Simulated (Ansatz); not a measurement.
CuI (zinc blende, F-43m), r²SCAN (plane waves, PAW; program Ansatz). The conduction-band minimum lies at Γ, with 1 equivalent valley. Second derivatives d²E/dk² of the lowest band at one valley (eV·Å²), along Cartesian directions:

```csv
direction,d²E/dk²
[100],41.97
[010],41.97
[001],41.97
[110],41.94
[101],41.94
[011],41.94
```

Question: Find the principal effective masses, the density-of-states mass and the conductivity mass.

Answer: Off-diagonal terms follow from H_xy = H[110] − (H_xx + H_yy)/2, and m*/mₑ = 7.620 eV·Å² over each eigenvalue: 0.18, 0.18, 0.18. One valley's DOS mass (m₁m₂m₃)^(1/3) = 0.18, conductivity mass 3/(Σ 1/mᵢ) = 0.18 mₑ.

Question: What effective density of states Nc follows at 300 K for parabolic valleys?

Answer: Nc = 2.509e19 × 1 × (0.18)^(3/2) ≈ 1.9e18 cm⁻³.

Symmetry was held in the r²SCAN relaxation. No spin polarisation was allowed. Scalar-relativistic: spin–orbit coupling is off unless named, which matters more the heavier the elements.

Potentials: the later of the program's two PAW sets.

Edges and masses are those of Kohn–Sham bands, whose gap is no quasiparticle gap.
